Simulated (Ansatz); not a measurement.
# K₅Au: start and end of a relaxation

The cell of K₅Au is invented: YCo5 type (P6/mmm) distorted into a subgroup (P-6m2, No. 187) (largest shift (Å) 0.42). The dimensions are guesses.

start:

Space group P-6m2 (No. 187). a = 6.884 Å, b = 6.884 Å, c = 5.424 Å, α = 90.00°, β = 90.00°, γ = 120.00°
```
atom  site  symmetry       x       y       z
   K    1c      -6m2  0.3333  0.6667  0.0000
   K    1e      -6m2  0.6667  0.3333  0.0000
   K    3k       mm2  0.5355  0.0709  0.5000
  Au    1a      -6m2  0.0000  0.0000  0.0000
```

The calculation used DFT PBE, scalar-relativistic, plane waves, PAW in Ansatz 0.2.0. Cutoff 420 eV, Gaussian smearing, Γ-centred meshes. Cell and atoms relax first on a coarse mesh and then on a finer one. In between, the cell is made exact in the group found at 0.06 Å. In metals the finer mesh still leaves noise of several meV/atom or more. The steps can't lower the symmetry of their start. No spin polarisation.

end:

Space group P6/mmm (No. 191). a = 7.862 Å, b = 7.862 Å, c = 7.771 Å, α = 90.00°, β = 90.00°, γ = 120.00°
```
atom  site  symmetry       x       y       z
   K    2c      -6m2  0.3333  0.6667  0.0000
   K    3g       mmm  0.5000  0.0000  0.5000
  Au    1a     6/mmm  0.0000  0.0000  0.0000
```

The symmetry goes from P-6m2 (No. 187) to P6/mmm (No. 191). The volume per atom grows by 86.8 %, from 37.1 to 69.3 Å³. The shortest distance goes from 2.71 Å (K–K) to 3.93 Å (K–K). The energy falls by about 0.72 eV/atom (the start's value is from the coarse mesh).

```json
{"Volume per atom": "69.33 Å³", "Density": "1.57 g/cm³", "Energy over the elements": "+0.23 eV/atom", "Gap on the 6×6×6 mesh of the 6-atom cell": "0 eV (a metal)"}
```

The zero of energy is the elements' standard structures at the same level; no fitted shifts are applied. A positive value: parting into the elements would lower its energy.

The last run used Gaussian smearing of 0.10 eV. Spin–orbit coupling, which can matter for Au, is left out. A structure relaxed within its symmetry needn't be a true minimum. In all, the 3 runs took 3.7 min on 1 thread of Intel(R) Xeon(R) Processor @ 2.70GHz, with other jobs on the host.
